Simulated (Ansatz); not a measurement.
## Ansatz 0.2.0, relaxation: Sn$_{4}$As$_{3}$

Run with:

```bash
ansatz run input.yaml --threads 2 --pin off --max-ram 3584MiB --backend cpu --events-out ev --progress --plain --runs-dir out
```

input.yaml:

```yaml
crystal:
  lattice:
    - [12.19779909, 0.0, 0.0]
    - [11.51791392, 4.01546958, 0.0]
    - [11.51791392, 1.95018173, 3.5101037]
  atoms:
    - { symbol: As, position: [0.0, 0.0, 0.0] }
    - { symbol: Sn, position: [0.1429, 0.1429, 0.1429] }
    - { symbol: Sn, position: [0.8571, 0.8571, 0.8571] }
    - { symbol: Sn, position: [0.2857, 0.2857, 0.2857] }
    - { symbol: Sn, position: [0.7143, 0.7143, 0.7143] }
    - { symbol: As, position: [0.4286, 0.4286, 0.4286] }
    - { symbol: As, position: [0.5714, 0.5714, 0.5714] }
  symmetry: { tolerance: 0.0003 }
kpoints:
  mp_grid: { grid: [6, 6, 6], shift: [0, 0, 0] }
magnetization:
  spin_polarized: false
scf:
  occupations: { method: gaussian, width: 0.0188 }
  lower_state_search: "off"
hamiltonian:
  pseudopotentials: { kind: paw }
  xc: r2scan
basis:
  ecutwfc: 500
  fft_grid_basis: typed
relax:
  max_steps: 60
output:
  forces: true
  stress: true
  eigenvalues: true
  bader: true
  populations: true
  elf: true
  write_potential: true
  volumetric_format: npy
  dos:
    e_range: [-12, 8]
    de: 0.05
    projected: { site_lists: { As: [As], Sn: [Sn] } }
checkpoint:
  read: saved_state
```

Origin of the cell: a database entry, scaled a little.

The saved state is a converged single point of the same cell.

Excerpt of the output:

```
Warning: crystal.lattice misses the space group found at crystal.symmetry.tolerance 3.0e-4 in a digit that the deck types, which is why this is a warning: making the lattice exact moves one o […]
Warning: output.stress: scf.convergence.dr2_threshold = 1e-7 eV (the SCF's general default) is looser than the 7e-10 eV advised for a printed stress (1e-10 eV for each atom of the cell: 7). W […]
Pseudopotentials: kind: paw
Pseudopotential: As, paw, valence charge 15, recommended cutoff 500 eV (meta_gga), As.paw.azcp
Pseudopotential: Sn, paw, valence charge 14, recommended cutoff 500 eV (meta_gga), Sn.paw.azcp
Functional definition: r2SCAN
  exchange = r2scan_x(k0 = k0, k1 = k1, a1 = a1)
  correlation = r2scan_c
Crystal: 7 atoms, lattice volume = 171.924 Å³
Basis set: ecut = 500 eV, 4411 PW (Γ), exchange–correlation on 360×360×360 points (64 copies of the dense FFT grid, shifted against one another)
Bands: 61, of which v1, the nominal top of the filled ones, is band 51 counted from 1 (50 counted from 0)
[… 10 lines left out …]
Initial density: read from a saved state, or passed on in memory by an earlier SCF of this step, an earlier step, the calling program or the single point that the run made first
Functional: x = r2scan, c = r2scan; τ floored in thin density (d = 2e-4 eV/Å³)
SCF iter   1: F=-38748.197082 eV  HF=-38748.206945 eV  Δρ=9.30e-4  dr2=1.17e-2  dr2_τ=1.23e-4
SCF iter   2: F=-38748.189529 eV  HF=-38748.207849 eV  Δρ=8.09e-4  dr2=1.92e-2  dr2_τ=4.49e-5
SCF iter   3: F=-38748.206061 eV  HF=-38748.206425 eV  Δρ=4.63e-4  dr2=7.93e-4  dr2_τ=3.29e-6
SCF iter   4: F=-38748.206314 eV  HF=-38748.206370 eV  Δρ=1.88e-4  dr2=1.42e-4  dr2_τ=4.25e-7
SCF iter   5: F=-38748.206355 eV  HF=-38748.206358 eV  Δρ=6.42e-5  dr2=1.01e-5  dr2_τ=8.52e-8
SCF iter   6: F=-38748.206399 eV  HF=-38748.206400 eV  Δρ=1.57e-5  dr2=1.17e-6  dr2_τ=1.54e-8
SCF iter   7: F=-38748.206400 eV  HF=-38748.206400 eV  Δρ=9.41e-6  dr2=3.21e-7  dr2_τ=2.60e-9
SCF iter   8: F=-38748.206400 eV  HF=-38748.206400 eV  Δρ=3.59e-6  dr2=7.07e-8  dr2_τ=4.02e-10
relax step   1: F+E_penalty+E_count = -38748.206400 eV  Δ(F+E_penalty+E_count) = +0.000e0 eV  max|allowed force component| = 1.581e0 eV/Å  Δτ_max = 0.0000 Å  (8 SCF iters, accepted)
relax step   2: F+E_penalty+E_count = -38748.623091 eV  Δ(F+E_penalty+E_count) = -4.167e-1 eV  max|allowed force component| = 4.721e-1 eV/Å  Δτ_max = 0.1949 Å  (7 SCF iters, dr2 threshold 1.00e-4 eV, accepted)
relax step   3: F+E_penalty+E_count = -38748.560517 eV  Δ(F+E_penalty+E_count) = +6.257e-2 eV  max|allowed force component| = 9.109e-1 eV/Å  Δτ_max = 0.1958 Å  (7 SCF iters, dr2 threshold 1.39e-5 eV, rejected (line search))
relax step   4: F+E_penalty+E_count = -38748.685671 eV  Δ(F+E_penalty+E_count) = -6.258e-2 eV  max|allowed force component| = 8.275e-2 eV/Å  Δτ_max = 0.0615 Å  (8 SCF iters, accepted)
relax step   5: F+E_penalty+E_count = -38748.686859 eV  Δ(F+E_penalty+E_count) = -1.188e-3 eV  max|allowed force component| = 5.080e-3 eV/Å  Δτ_max = 0.0122 Å  (6 SCF iters, dr2 threshold 4.28e-7 eV, accepted)
relax step   6: F+E_penalty+E_count = -38748.686859 eV  Δ(F+E_penalty+E_count) = -1.820e-8 eV  max|allowed force component| = 5.078e-3 eV/Å  Δτ_max = 0.0000 Å  (2 SCF iters, accepted)
SCF 7 converged in 2 iterations: F = -38748.686859 eV  dr2 = 2.58e-8
SCF converged after 2 iterations
Free energy (F): -38748.686859 eV
Harris-Foulkes:  -38748.686859 eV  (|F-HF|=2.63e-9)
Internal energy: -38748.686274 eV  (E = F + TS)
E sigma→0 (E₀):  -38748.686566 eV
Entropy (-TS):   -0.000585 eV (-0.084 meV/atom)
Fermi energy:    10.571864 eV
--- Per-component energies (eV) ---
  E_band       = -1077.406739
  E_kinetic    = 1055.411280
  E_local      = -8598.482271  (includes V_loc(G=0)·N_el)
  E_nonlocal   = -2141.738779
  E_hartree    = 5015.639971
  E_xc         = -1723.810145
  E_vxc        = -673.628486  (∫ρ·V_xc dr)
  E_paw        = -22176.855244  (= ΣΔE_a)
  E_vpaw       = -789.745805  (= ΣTr[D̂ρ^β])
  E_aug_tail   = -0.000020  (compensation charges beyond the density's cutoff)
  E_vtau       = 39.497619  (kinetic-family band-sum trace: ∫τ·v_τ [+ j·A + Jᵃ·Aᵃ] dr)
  E_ewald      = -10177.420123
  E_core_change = -1.430944  (= ΣΔE_core)
  E_smearing   = -0.000585  (= −TS)
  Σ components = -38748.686859   (vs F -38748.686859, Δ=0.00e0)
--- Forces (eV/Å), atoms counted from 1 ---
  atom   1  As    -0.000000     0.000000     0.000000
  atom   2  Sn    -0.002719    -0.000460    -0.000271
  atom   3  Sn     0.002719     0.000460     0.000271
  atom   4  Sn     0.001871     0.000317     0.000186
  atom   5  Sn    -0.001871    -0.000317    -0.000186
  atom   6  As    -0.005090    -0.000862    -0.000507
  atom   7  As     0.005090     0.000862     0.000507
  max |Σ_I F_I| component: 3.25e-18 eV/Å
--- Stress (GPa, compression-positive) ---
        1.268751      -0.107589      -0.063303
       -0.107589       1.885963      -0.010718
       -0.063303      -0.010718       1.897873
  P = ⅓ Tr σ = 1.6842 GPa (16.842 kbar)
--- Relaxed structure (6 steps of the walk, 5 accepted, 0 SCFs on fresh bases) ---
  F+E_penalty+E_count = -38748.686859 eV   max|allowed force component| = 5.078e-3 eV/Å
  atoms:
    - { symbol: As, position: [-4.382e-19, 0.0, 2.029e-19] }
    - { symbol: Sn, position: [0.135952, 0.135952, 0.135952] }
    - { symbol: Sn, position: [0.864048, 0.864048, 0.864048] }
    - { symbol: Sn, position: [0.288852, 0.288852, 0.288852] }
    - { symbol: Sn, position: [0.711148, 0.711148, 0.711148] }
    - { symbol: As, position: [0.429763, 0.429763, 0.429763] }
    - { symbol: As, position: [0.570237, 0.570237, 0.570237] }
--- Löwdin populations: 7 sites ---
  site symbol       q [e]
     0     As     15.3559
     1     Sn     13.7595
     2     Sn     13.7595
     3     Sn     13.6282
     4     Sn     13.6282
     5     As     15.3225
     6     As     15.3225
  spilling = 0.002214 (of n_electrons = 101.000000)
--- Bader charges: 7 sites ---
  site symbol  charge [e]  shift [e]
     0     As     -0.8511     0.0000
     1     Sn      0.4754     0.0004
     2     Sn      0.4754     0.0004
     3     Sn      0.7297     0.0000
     4     Sn      0.7297     0.0000
     5     As     -0.7796     0.0004
     6     As     -0.7796     0.0004
  estimated error of the sums over rays = 4.0e-4 e
```

Before:

Space group R-3m (No. 166); the run's cell has a = 12.198 Å, b = 12.198 Å, c = 12.198 Å, α = 19.22°, β = 19.22°, γ = 19.22°. Shortest distances: Sn–Sn 2.91 Å, As–Sn 2.91 Å.

The relaxed structure.

Space group R-3m (No. 166); the run's cell has a = 12.198 Å, b = 12.198 Å, c = 12.198 Å, α = 19.22°, β = 19.22°, γ = 19.22°. Shortest distances: As–Sn 2.75 Å, Sn–Sn 3.22 Å.

| Quantity | Value |
| --- | --- |
| Free energy lowered by | 68.6 meV/atom |
| Final pressure | 1.68 GPa |
| Relaxation steps listed | 6 |

Caveats: no moments, though an odd count or open d shells may carry them; the SCF threshold is looser than advised for a stress; the relaxation held the start's symmetry, so the end may be a saddle point.

Time: 7 min on 2 threads of Arm Neoverse V1, with other jobs on the host, peak memory 3 GiB, from a saved density.
